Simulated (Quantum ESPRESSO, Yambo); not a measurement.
## SrAlGeH under isotropic strain

```
CELL_PARAMETERS angstrom
      4.23228     0.00000     0.00000
     -2.11614     3.66526     0.00000
      0.00000     0.00000     4.82418
ATOMIC_POSITIONS crystal
  H  0.00000 0.00000 0.09898
  Al 0.00000 0.00000 0.46266
  Ge 0.66667 0.33333 0.56193
  Sr 0.33333 0.66667 0.00563
```

SrAlGeH (space group P3m1, No. 156) under isotropic strain (on all lattice vectors), counted from the cell relaxed with PBEsol, atoms relaxed at each step. PBEsol (Quantum ESPRESSO, PseudoDojo norm-conserving, 78 Ry, without SOC); G0W0 and BSE in Yambo (3×3×2 Γ-centred k mesh, 144 bands and a 8 Ry block in the screening, 144 bands in G with the Bruneval-Gonze terminator, plasmon pole fitted at 27.2 eV; BSE 6×6×6 mesh, 3 valence and 8 conduction bands, static screening with 43 bands and a 4 Ry block, scissor from each state's G0W0).

```
strain (%)  pressure (GPa)  PBEsol gap (eV)      kind  G0W0 direct gap (eV)  lowest vertical BSE state (eV)  RPA ε∞ along x
----------  --------------  ---------------  --------  --------------------  ------------------------------  --------------
-3                     6.4             0.53  indirect             2.61 at A                    not resolved               –
-1.5                   2.9             0.51  indirect             2.38 at A                    not resolved               –
-0.7                   1.3             0.50  indirect             2.22 at A                    not resolved               –
0                      0.0             0.50  indirect             2.09 at A                    not resolved               –
+1                    -1.6             0.49  indirect             1.91 at A                    not resolved               –
+2                    -3.0             0.49  indirect             1.73 at A                    not resolved               –
```

Between -0.7 % and +1 % the direct gap at A has a volume deformation potential dE/dlnV of -6.1 eV in G0W0 and -5.3 eV in PBEsol.

GW, BSE and RPA settings are held fixed; their convergence isn't established. Strains are linear. The screening block changes size along the series (175 vectors at -3 %, 213 vectors at -1.5 %, 225 vectors at -0.7 %, 225 vectors at +0 %, 225 vectors at +1 %, 225 vectors at +2 %), which puts steps into the G0W0 values. Spin-orbit splittings are left out. Axes are Cartesian, with cell vectors (Å) (4.23, 0.00, 0.00), (-2.12, 3.67, 0.00), (0.00, 0.00, 4.82).

The standard potential for Ge keeps a d shell in the valence without the s and p states of that shell. In tests on such compounds this moved G0W0 gaps by up to about 0.9 eV, so absolute quasiparticle energies here are unreliable; differences between settings are what counts.

The structure is a Materials Project entry; no match was found in the copy of COD used, and its stability was not checked.
